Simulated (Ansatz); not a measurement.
Relaxed-ion elastic tensor of Al₂Au (fluorite or antifluorite type, Fm-3m) in GPa (Voigt order), LDA in the plane-wave PAW code Ansatz; density 7.89 g/cm³, 17.60 Å³ per atom.

```
     1    2    3     4     5     6
-  ---  ---  ---  ----  ----  ----
1  162  101  101   0.0   0.0   0.0
2  101  162  101   0.0   0.0   0.0
3  101  101  162   0.0   0.0   0.0
4  0.0  0.0  0.0  54.4   0.0   0.0
5  0.0  0.0  0.0   0.0  54.4   0.0
6  0.0  0.0  0.0   0.0   0.0  54.4
```

Q: Is the crystal mechanically stable?

A: Yes: the smallest eigenvalue of C is 54.4 GPa.

Q: Work out the Voigt, Reuss and Hill averages.

A: K_V = 121, K_R = 121, K_H = 121; G_V = 44.7, G_R = 41.2, G_H = 42.9 GPa.

Q: Give Young's modulus, Poisson's ratio, Pugh's ratio and the universal anisotropy index.

A: E = 9KG/(3K + G) = 115 GPa; ν = 0.34; K/G = 2.83 (ductile by the Pugh limit of 1.75); A_U = 5G_V/G_R + K_V/K_R − 6 = 0.43.

Q: Estimate the sound speeds and the Debye temperature.

A: v_l = √((K + 4G/3)/ρ) = 4760 m/s, v_t = √(G/ρ) = 2330 m/s, mean 2620 m/s; Θ = (h/k)(3n/4πV)^(1/3) v_m = 300 K.

Q: Give the Zener ratio and Young's modulus along [100], [110] and [111].

A: A = 2C44/(C11 − C12) = 1.80; 1/E = S11 − 2(S11 − S12 − S44/2)Γ with Γ = 0, 1/4, 1/3 gives 83.5, 121, 142 GPa.

Q: Solve the Christoffel equation for the three sound speeds along [100], [110], [111].

A: Eigenvalues of C_ijkl n_j n_l equal ρv². In km/s, slowest first: [100] 2.63, 2.63, 4.53; [110] 1.95, 2.63, 4.85; [111] 2.20, 2.20, 4.96.

The cell was relaxed with LDA under the symmetry of its start; of distortions, only those at the zone centre were tested. As this level gives no gap, shear constants depend on the k-mesh and smearing (Fermi–Dirac, 0.1 eV here). Spin–orbit coupling is left out wherever it is not named.

Potentials: the earlier of the program's two PAW sets.
